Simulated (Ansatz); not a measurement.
**Does this entry for MgH8Cl2O4 lie near equilibrium?**

The cell is a measured structure from the Crystallography Open Database (COD), taken as it stands.

Space group Pbcn (No. 60); a = 7.2557, b = 8.4285, c = 11.0412 Å.

| site | Wyckoff | site symmetry | x | y | z |
| --- | --- | --- | --- | --- | --- |
| Mg | 4c | .2. | 0.5000 | 0.8766 | 0.2500 |
| H5 | 8d | 1 | 0.7108 | 0.9575 | 0.0681 |
| H13 | 8d | 1 | 0.7000 | 0.7982 | 0.0687 |
| H21 | 8d | 1 | 0.5621 | 0.5754 | 0.2937 |
| H29 | 8d | 1 | 0.5625 | 0.1751 | 0.2918 |
| Cl | 8d | 1 | 0.2341 | 0.8771 | 0.0988 |
| O45 | 4c | .2. | 0.5000 | 0.6324 | 0.2500 |
| O49 | 8d | 1 | 0.6907 | 0.8760 | 0.1128 |
| O57 | 4c | .2. | 0.5000 | 0.1207 | 0.2500 |

One atom of each set is listed.

The numbers come from a DFT calculation in Ansatz (PBE, plane waves and PAW, scalar-relativistic, 420 eV cutoff, Γ-centred 3×3×2 k-points, Fermi–Dirac smearing 0.02 eV).

Problem. Do the atoms and the cell lie near the calculated equilibrium?

Solution. No. The largest force is 19 eV/Å, on atom 57 (O: 2 H at 0.79 Å, 1 Mg at 2.06 Å), and the pressure is 27.4 GPa, with principal stresses up to 38 GPa in size. Bonds to hydrogen as short as 0.79 Å are the usual result of locating hydrogen with X-rays, and they can account for much of this: hydrogen has to be relaxed before the gradients can be taken for those of the compound.
